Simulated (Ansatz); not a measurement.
The cell is Bi₂Se₃ (tetradymite); cell and atoms were relaxed with r2SCAN+rVV10. Space group R-3m (No. 166), trigonal; a = 4.142 Å, c = 29.263 Å in the conventional setting, 28.99 Å³ an atom. Around Bi lie 6 Se at 2.85–3.07 Å; around Se lie 3 Bi at 2.85 Å; around Se lie 6 Bi at 3.07 Å.

```cif
data_structure
_symmetry_space_group_name_H-M 'P 1'
_symmetry_Int_Tables_number 1
_cell_length_a 10.0432
_cell_length_b 10.0432
_cell_length_c 10.0432
_cell_angle_alpha 23.803
_cell_angle_beta 23.803
_cell_angle_gamma 23.803
_cell_volume 144.95
loop_
_atom_site_label
_atom_site_type_symbol
_atom_site_fract_x
_atom_site_fract_y
_atom_site_fract_z
_atom_site_occupancy
Bi1 Bi 0.39934 0.39934 0.39934 1
Bi2 Bi 0.60066 0.60066 0.60066 1
Se1 Se 0.21412 0.21412 0.21412 1
Se2 Se 0.78588 0.78588 0.78588 1
Se3 Se 0.00000 0.00000 0.00000 1
```

4 runs of the plane-wave code Ansatz on this cell differ in the functional (and in the settings that go with it). Levels are in eV from each run's valence top; v1 is the last filled band, c1 the first empty one.

Run A, mean stress +2.1 GPa (compression positive):
```
point     v5     v3     v1    c1    c2    c3
    Γ  -1.67  -1.11   0.00  0.34  1.56  1.56
    T  -1.51  -1.24  -0.39  0.66  1.78  1.78
   H₂  -3.11  -1.75  -0.65  1.77  2.39  2.89
```

Run B, mean stress +1.0 GPa (compression positive):
```
point     v5     v3     v1    c1    c2    c3
    Γ  -1.81  -1.24   0.00  0.62  1.70  1.70
    T  -1.64  -1.37  -0.37  0.88  1.93  1.93
   H₂  -3.24  -1.87  -0.71  2.01  2.62  3.12
```

Run C, mean stress +0.1 GPa (compression positive):
```
point     v5     v3     v1    c1    c2    c3
    Γ  -1.94  -1.34   0.00  0.79  2.01  2.01
    T  -1.75  -1.47  -0.42  1.08  2.24  2.24
   H₂  -3.49  -1.99  -0.75  2.27  2.94  3.48
```

Run D, mean stress +0.1 GPa (compression positive):
```
point     v5     v3     v1    c1    c2    c3
    Γ  -2.01  -1.38   0.00  1.35  2.60  2.60
    T  -1.81  -1.52  -0.45  1.66  2.84  2.84
   H₂  -3.61  -2.08  -0.79  2.86  3.56  4.15
```

Problem. Match the runs to PBE, r2SCAN, HSE06, PBE0.

Solution. A is PBE, B is r2SCAN, C is HSE06, D is PBE0. In order of the gap: PBE 0.34, r2SCAN 0.62, HSE06 0.79, PBE0 1.35 eV.

Spin-unpolarised throughout; all numbers are computed.

Spin-orbit coupling is left out; in compounds of Pb, Bi, Tl or Hg it can lower a gap by up to about 1 eV, split its edges or invert the bands.

The program warns that its thresholds are loose for a hybrid's stress.
